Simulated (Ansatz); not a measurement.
**TiNCl: the gap from level to level**

A database entry relaxed whole under r2SCAN at zero pressure (Pmmn, No. 59):

```
Ti N Cl
1.0
     3.26347    0.00000    0.00000
     0.00000    3.93022    0.00000
     0.00000    0.00000    8.13179
Ti N Cl
2 2 2
Direct
  0.00000 0.50000 0.09518
  0.50000 0.00000 0.90482
  0.50000 0.50000 0.95484
  0.00000 0.00000 0.04516
  0.50000 0.50000 0.32071
  0.00000 0.00000 0.67929
```

Its volume is 17.38 Å³ an atom, +4.2 % against the entry's 16.68, which is old or was flagged in a check.

Single points on this cell with plane-wave PAW DFT (Ansatz 0.2.0; r2SCAN 500 eV, hybrids 420 eV; fermi-dirac occupations of width 0.020 eV; no moments): r2SCAN on a 8×8×4 Γ-centred mesh; HSE06 on a 6×6×2 Γ-centred mesh; PBE0 on a 6×6×2 Γ-centred mesh.

What does each level give for gap and charges?

The runs give:

```csv
level,"gap (eV), or kind",pressure (GPa),Bader charge of Ti (e),Bader charge of N (e),Bader charge of Cl (e)
r2SCAN,0.88,0.0,+2.09,-1.48,-0.62
HSE06,1.60,-1.4,+2.16,-1.53,-0.63
PBE0,2.27,-1.5,+2.16,-1.53,-0.63
```

Under r2SCAN the gap is 0.88 eV, over mesh and band path. HSE06 moves it by +0.72 eV and PBE0 by +1.39 eV; PBE0 keeps its exact exchange at long range, which widens the gap over HSE06's by 0.67 eV on their common mesh. The charge on Ti goes from +2.09 to +2.16 e under HSE06.

Caveats: the relaxation kept the start's symmetry; HSE06 is read on its mesh and at the zone's corners, PBE0 on its mesh alone; hybrid pressures are good to a few tenths of a GPa; no dispersion correction, so weakly bound layers or chains stand too far apart and gaps read wide; pressure is positive in compression.
